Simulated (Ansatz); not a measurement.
**Question.** Each is relaxed and computed with plane-wave PAW r²SCAN (Ansatz code). Which is the only one with a gap?
A) Cr2C, P-3m1 (Cr on 2d, C on 1b)
B) AlV2C, P6_3/mmc (Al on 2c, V on 4f, C on 2a)
C) Ti2AlC, P6_3/mmc (Ti on 4f, Al on 2d, C on 2a)
D) MgAl2C2, P-3m1 (Mg on 1a, Al on 2d, C on 2d)

**Answer.** D, MgAl2C2, P-3m1 (Mg on 1a, Al on 2d, C on 2d). MgAl2C2: gap 2.12 eV (indirect); Cr2C: metal; Ti2AlC: metal; AlV2C: metal. Standing as an ambient phase not checked: MgAl2C2, P-3m1 (Mg on 1a, Al on 2d, C on 2d); Cr2C, P-3m1 (Cr on 2d, C on 1b); Ti2AlC, P6_3/mmc (Ti on 4f, Al on 2d, C on 2a). All cells were relaxed under the symmetry of their starts (and spin orders); stability against distortions was not tested throughout. Rows with no word on spin ran without spin polarisation.

Potentials: the later of the program's two PAW sets.
